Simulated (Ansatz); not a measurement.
Y2N (anti-CdI2 type, P-3m1) under volume change, the program Ansatz at the PBE level (PAW), shape and atoms relaxed at each volume.

```csv
V (Å³/atom),E − E(relaxed) (meV/atom),P (GPa)
19.346,45.8,8.27
19.984,19.3,5.10
20.622,…,…
21.260,0.0,0.00
21.898,4.2,-2.03
22.535,…,…
23.173,33.7,-5.20
```

### Question
Some entries are withheld; supply them.

### Answer

- 22.535, E − E(relaxed) (meV/atom): 15.8
- 22.535, P (GPa): -3.76
- 20.622, E − E(relaxed) (meV/atom): 4.6
- 20.622, P (GPa): 2.37

### Question
What does a third-order Birch–Murnaghan fit give for V₀, B₀ and B′?

### Answer
V₀ = 21.26 Å³/atom, B₀ = 72.3 GPa, B′ = 4.1.

The cell is a constructed one: a structure type filled with these elements; neither database checked (COD, Materials Project) lists it. Its standing as an ambient phase is unchecked. The cell was relaxed with PBE under the symmetry of its start; whether a distortion lowers the energy is not shown. No spin polarisation was allowed.

Potentials: the later of the program's two PAW sets.
